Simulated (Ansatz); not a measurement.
Input file for Ansatz (a quantum-chemistry and plane-wave program):

Ansatz 0.2 input:
```yaml
crystal:
  lattice:
    - [2.5546256339, 0.0, 0.0]
    - [0.0, 2.5546256339, 0.0]
    - [0.0, 0.0, 2.5546256339]
  atoms:
    - { symbol: Be, position: [0.0, 0.0, 0.0] }
    - { symbol: Ni, position: [0.5, 0.5, 0.5] }
kpoints:
  mp_grid: { grid: [16, 16, 16] }
hamiltonian:
  xc: lda
  pseudopotentials: { kind: paw }
scf:
  occupations: { method: fermi_dirac, width: 0.1 }
phonons:
  method: dfpt
  response_accuracy: low
  eigenvectors: true
  rigid_motions: translations
```

Output (shortened):

```
Pseudopotential: Be, paw, valence charge 2
Pseudopotential: Ni, paw, valence charge 18
Functional definition: SPW92
Crystal: 2 atoms, lattice volume = 16.672 Å³
Basis set: ecut = 420 eV, 341 PW (Γ), exchange–correlation on 36×36×36 points (8 copies of the dense FFT grid, shifted against one another)
Bands: 14, of which v1, the nominal top of the filled ones, is band 10 counted from 1 (9 counted from 0)
Symmetry: 48 space group operations
k-points: 405 of 4096 (irreducible under 8 space group operations, time reversal used)
SCF iter   1: F=—  HF=-5862.650987 eV  |F-HF|=—  |Δ(HF+E_count)|=         —  Δρ=1.37e-2  dr2=1.08e-2  ethr=1.77e-3  ⟨swp⟩=5.0  Hψ=29313  notcnv=0
preconditioner: auto → none
SCF iter   2: F=—  HF=-5862.648256 eV  |F-HF|=—  |Δ(HF+E_count)|=   2.73e-3  Δρ=3.87e-3  dr2=1.07e-3  ethr=5.40e-5  ⟨swp⟩=2.9  Hψ=12679  notcnv=0  defer=7
SCF iter   3: F=—  HF=-5862.647949 eV  |F-HF|=—  |Δ(HF+E_count)|=   3.08e-4  Δρ=1.15e-3  dr2=1.29e-4  ethr=5.35e-6  ⟨swp⟩=2.1  Hψ=8759  notcnv=0  defer=7
SCF iter   4: F=—  HF=-5862.647915 eV  |F-HF|=—  |Δ(HF+E_count)|=   3.36e-5  Δρ=1.76e-4  dr2=2.13e-6  ethr=6.44e-7  ⟨swp⟩=1.0  Hψ=5669  notcnv=0  defer=7
SCF iter   5: F=—  HF=-5862.647914 eV  |F-HF|=—  |Δ(HF+E_count)|=   9.63e-7  Δρ=1.08e-5  dr2=1.57e-8  ethr=1.06e-8  ⟨swp⟩=2.6  Hψ=9511  notcnv=0  defer=7
SCF iter   6: F=—  HF=-5862.647914 eV  |F-HF|=—  |Δ(HF+E_count)|=   2.37e-9  Δρ=2.53e-6  dr2=4.10e-10  ethr=7.85e-11  ⟨swp⟩=1.4  Hψ=6524  notcnv=0  defer=7
SCF iter   7: F=-5862.647914 eV  HF=-5862.647914 eV  |F-HF|=7.28e-12  |Δ(HF+E_count)|=  9.46e-11  Δρ=3.01e-7  dr2=5.14e-12  ethr=1.00e-12  ⟨swp⟩=4.3  Hψ=27641  notcnv=0
SCF 1 converged in 7 iterations: F = -5862.647914 eV  dr2 = 5.14e-12
DFPT response loops at Γ: preconditioner auto → Kerker (q_TF=auto, 2.812 Å⁻¹) (partly filled bands, converged f_vac=0.000) …
SCF converged after 7 iterations
Free energy (F): -5862.647914 eV
Harris-Foulkes:  -5862.647914 eV  (|F-HF|=7.28e-12)
Internal energy: -5862.620771 eV  (E = F + TS)
E sigma→0 (E₀):  -5862.634343 eV
Entropy (-TS):   -0.027143 eV (-13.572 meV/atom)
Fermi energy:    15.674988 eV
--- Per-component energies (eV) ---
  E_band       = -314.396003
  E_kinetic    = 308.627983
  E_local      = -4002.376520  (includes V_loc(G=0)·N_el)
  E_nonlocal   = 641.975091
  E_hartree    = 1698.496698
  E_xc         = -106.399569
  E_vxc        = -133.209308  (∫ρ·V_xc dr)
  E_paw        = -1617.830954  (= ΣΔE_a)
  E_vpaw       = -526.407355  (= ΣTr[D̂ρ^β])
  E_aug_tail   = 0.000551  (compensation charges beyond the density's cutoff)
  E_ewald      = -2785.578458
  E_core_change = 0.464408  (= ΣΔE_core)
  E_smearing   = -0.027143  (= −TS)
  E_closure    =  0.000000  (closes the sum)
  Σ components = -5862.647914   (vs F -5862.647914, Δ=0.00e0)
  [band-id]    e_kinetic+e_local+e_nonlocal+2·e_hartree+e_vxc+e_vpaw+e_augmentation_tail = -314.396163   (vs E_band -314.396003, Δ=-1.60e-4)
--- Band table (eV; the first three rows and the last of 405) ---
  k-point 0: bands = ["-87.1917", "-47.9757", "-47.9757", "-47.9757", "4.9919", "11.8017", "11.8017", "14.2957", "14.2957", "14.2957", "22.7185", "22.7185", "22.7185", "30.4042"]
  k-point 1: bands = ["-87.1914", "-47.9792", "-47.9754", "-47.9754", "5.0732", "11.8120", "11.8183", "14.2439", "14.2439", "14.2992", "22.2255", "22.8504", "22.8504", "30.4202"]
  k-point 2: bands = ["-87.1905", "-47.9895", "-47.9745", "-47.9745", "5.3141", "11.8356", "11.8657", "14.1018", "14.1018", "14.3091", "21.0667", "23.2327", "23.2327", "30.4680"]
  k-point 404: bands = ["-87.1664", "-48.0503", "-48.0503", "-48.0503", "10.7300", "10.7300", "10.7300", "14.9465", "14.9465", "21.5144", "21.5144", "21.5144", "22.0166", "22.0166"]
--- Phonons (Γ-DFPT): 2 representative perturbations + reference, on 405 of 4096 k-points (Σ response iterations 6) ---
  ASR residual: 6.338e-4 → 0.000e0 eV/Å²; symmetrization residual: 3.372e-6 eV/Å²
  ASR residual per site (eV/Å²): 9.33e-6 6.34e-4
  Γ frequencies (cm⁻¹): 0.00 0.00 0.00 508.34 508.34 508.34
  non-analytic LO–TO correction: not included (Born effective charges unavailable; polar crystals: no LO–TO splitting at Γ)
```

Cost: around 30 core-seconds (rough) on shared cores.

Space group Pm-3m (CsCl type). The first step of the workflow began from a Materials Project structure, measured or hypothetical; the Crystallography Open Database copy checked does not list it. With Be and Ni taken as one species the cell has the higher symmetry Im-3m, so it may be an ordered model of a mixed-site phase. Its standing as an ambient phase is unchecked. The LDA relaxation kept the symmetry of its start; of distortions, only those at the zone centre were tested. The run is not spin-polarised. As this level gives no gap, phonon frequencies hold no LO–TO term and depend on the k-mesh and smearing (Fermi–Dirac, 0.1 eV here).

Potentials: the later of the program's two PAW sets.

Ansatz is a plane-wave DFT program.
